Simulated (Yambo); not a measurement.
Yambo input for GaAlN₂ (space group P-4m2, No. 115) under isotropic strain of -3 % on all lattice vectors (a = 3.049 Å, b = 3.049 Å, c = 4.291 Å, α = 90.00°, β = 90.00°, γ = 90.00°), on PBEsol (Quantum ESPRESSO, PseudoDojo norm-conserving, 84 Ry, without SOC) wavefunctions on a 10×10×8 mesh:

```
optics
chi
dipoles
kernel
FFTGvecs= 40 Ry
Chimod= "HARTREE"
NGsBlkXd= 4 Ry
% QpntsRXd
 1 | 1 |
%
% BndsRnXd
 1 | 37 |
%
GrFnTpXd= "R"
% EnRngeXd
 0.0 | 20.0 | eV
%
% DmRngeXd
 0.2 | 0.2 | eV
%
CGrdSpXd= 50
ETStpsXd= 161
% LongDrXd
 0.0 | 0.0 | 1.0 |
%
```

First lines of the file o-*.eps_q1_inv_rpa_dyson:

```
Absorption @ Q(1):   0.00000000     0.00000000     1.00000000    [q->0 direction]
#
# [ X ] Hartree size     :   41
# [GEN] GF Energies     : Perdew, Burke & Ernzerhof SOL(X)+Perdew, Burke & Ernzerhof SOL(C)
# [GEN] Green`s Function     : Retarded
#
# [GEN] Gauge     : Length
# [GEN] [r,Vnl] included     : yes
#
#    E[1] [eV]     Im(eps)     Re(eps)     Im(eps_o)     Re(eps_o)
#
     0.000000     -0.79254E-15     4.863190     -0.35295E-18     5.152350
     0.125000     0.002994     4.864122     0.003190     5.153343
     0.250000     0.006001     4.866921     0.006394     5.156326
     0.375000     0.009036     4.871600     0.009626     5.161311
     0.500000     0.012112     4.878180     0.012900     5.168321
     0.625000     0.015244     4.886691     0.016232     5.177386
     0.750000     0.018448     4.897173     0.019638     5.188548
     0.875000     0.021741     4.909675     0.023136     5.201856
     1.000000     0.025141     4.924256     0.026743     5.217372
     1.125000     0.028668     4.940990     0.030481     5.235171
     1.250000     0.032347     4.959962     0.034374     5.255340
     1.375000     0.036202     4.981271     0.038447     5.277982
     1.500000     0.040264     5.005035     0.042732     5.303217
     1.625000     0.044569     5.031392     0.047262     5.331184
     1.750000     0.049157     5.060501     0.052081     5.362045
     1.875000     0.054078     5.092549     0.057238     5.395992
     2.000000     0.059394     5.127756     0.062792     5.433247
     2.125000     0.065179     5.166383     0.068819     5.474071
     2.250000     0.071528     5.208737     0.075412     5.518776
     2.375000     0.078565     5.255192     0.082692     5.567735
     2.500000     0.086451     5.306197     0.090819     5.621399
     2.625000     0.095408     5.362309     0.100008     5.680321
     2.750000     0.105750     5.424226     0.110564     5.745193
     2.875000     0.117937     5.492835     0.122936     5.816894
     3.000000     0.132690     5.569298     0.137820     5.896564
     3.125000     0.151206     5.655153     0.156376     5.985714
     3.250000     0.175653     5.752433     0.180697     6.086331
     3.375000     0.210355     5.863565     0.214962     6.200777
     3.500000     0.264589     5.989525     0.268127     6.330001
     3.625000     0.354660     6.118459     0.355891     6.462494
     3.750000     0.464041     6.208126     0.461939     6.557518
     3.875000     0.527034     6.313173     0.523054     6.668370
     4.000000     0.658299     6.490586     0.649823     6.849244
```
(The file goes on to the top of the energy range.) Convergence of the RPA response with its 10×10×8 mesh was not tested.

Geometry strained from the cell relaxed with PBEsol, atoms relaxed again.

The structure is a Materials Project entry; no match was found in the copy of COD used, and its stability was not checked.
